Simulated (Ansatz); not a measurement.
Data:

BaB2Rh2:
```cif
data_B4Ba2Rh4
_chemical_formula_sum 'Rh4 Ba2 B4'
_space_group_name_H-M_alt 'I4/mmm'
_space_group_IT_number 139
_space_group_name_Hall '-I 4 2'
_cell_length_a 3.90943
_cell_length_b 3.90943
_cell_length_c 11.44114
_cell_angle_alpha 90.000
_cell_angle_beta 90.000
_cell_angle_gamma 90.000
loop_
_atom_site_label
_atom_site_type_symbol
_atom_site_symmetry_multiplicity
_atom_site_Wyckoff_symbol
_atom_site_fract_x
_atom_site_fract_y
_atom_site_fract_z
_atom_site_occupancy
Rh1 Rh 4 d 0.00000 0.50000 0.25000 1
Ba1 Ba 2 a 0.00000 0.00000 0.00000 1
B1 B 4 e 0.00000 0.00000 0.31703 1
```
(The calculation used a cell of 5 atoms; values per cell refer to that cell.)

This is the r²SCAN-relaxed structure.

### Question
All from r²SCAN (plane waves, PAW; program Ansatz), unless another level is named. Give the electronic character.

### Answer
metallic (no gap).

### Question
Predict the density of states at the Fermi level.

### Answer
0.21 states/eV per atom (mean over ±0.08 eV).

### Question
Give the formation energy from the elements (no fitted shifts).

### Answer
-0.58 eV/atom.

The workflow started from an entry of the Crystallography Open Database (COD). Whether it is the stable phase at ambient conditions was not checked. Symmetry was held in the r²SCAN relaxation; its stability against distortions is not shown here. The run is not spin-polarised. The references are the lowest solids computed at this level, not always the standard phases. Scalar-relativistic: spin–orbit coupling is off unless named, which matters more the heavier the elements.

Potentials: the later of the program's two PAW sets.
